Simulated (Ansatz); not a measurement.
PtSb2 (space group Pa-3)

```
CELL_PARAMETERS angstrom
      6.46312     0.00000     0.00000
      0.00000     6.46312     0.00000
      0.00000     0.00000     6.46312
ATOMIC_POSITIONS crystal
  Sb 0.37456 0.12544 0.87456
  Sb 0.62544 0.87456 0.12544
  Sb 0.12544 0.87456 0.37456
  Sb 0.87456 0.12544 0.62544
  Sb 0.87456 0.37456 0.12544
  Sb 0.12544 0.62544 0.87456
  Sb 0.62544 0.62544 0.62544
  Sb 0.37456 0.37456 0.37456
  Pt 0.00000 0.50000 0.50000
  Pt 0.50000 0.50000 0.00000
  Pt 0.50000 0.00000 0.50000
  Pt 0.00000 0.00000 0.00000
```

E(V) scan at fixed shape, V₀ the volume above. The atoms relax within the cell's symmetry.

Calculation: PBEsol (plane waves to 420 eV, PAW, scalar-relativistic; Ansatz, an electronic-structure program). k mesh 6×6×6 (Γ-centred), Fermi-Dirac smearing 0.05 eV. E stands for the smeared free energy. Compression counts positive. At this level the bands of PtSb2 touch or barely overlap; measurements give the solid a gap. PtSb2 is run without spin polarisation. PtSb2 was relaxed with its symmetry unable to fall. Spin-orbit coupling is left out, though Pt and Sb are heavy. ΔE is measured from the relaxed starting cell. The last digit holds for this mesh only.

| V (Å³/atom) | ΔE (meV/atom) |
|---|---|
| 20.248 | 104.5 |
| 20.623 | 69.9 |
| 20.998 | 43.1 |
| 21.373 | 23.4 |
| 21.748 | 10.0 |
| 22.123 | 2.4 |
| 22.498 | 0.0 |
| 22.873 | 2.3 |
| 23.248 | 8.8 |
| 23.623 | 19.1 |
| 23.998 | withheld |
| 24.373 | 49.9 |
| 24.748 | 69.6 |

Question: Fit a third-order Birch-Murnaghan form (E₀, V₀, B₀, B₀′ free) to the given rows and predict ΔE at V = 23.998.

Answer: Least squares on the 12 given rows: ΔE = E₀ + (9V₀B₀/16)·y²·[2 + (B₀′ − 4)y], y = (V₀/V)^(2/3) − 1, with V₀ = 22.497 Å³/atom, B₀ = 120.2 GPa (160.2 GPa = 1 eV/Å³; the term in eV is multiplied by 1000), B₀′ = 5.10, E₀ = -0.01 meV/atom; root-mean-square residual 0.02 meV/atom. At 23.998 the fit gives 32.9 meV/atom; the calculation gives 33.0 meV/atom, so the interpolation is off by -0.1 (-0.3 %). For the pressure the fit gives -6.6 GPa against the computed -6.6 GPa.

(Under strain, the slope of the energy per volume gives the stress and its curvature an elastic modulus.)
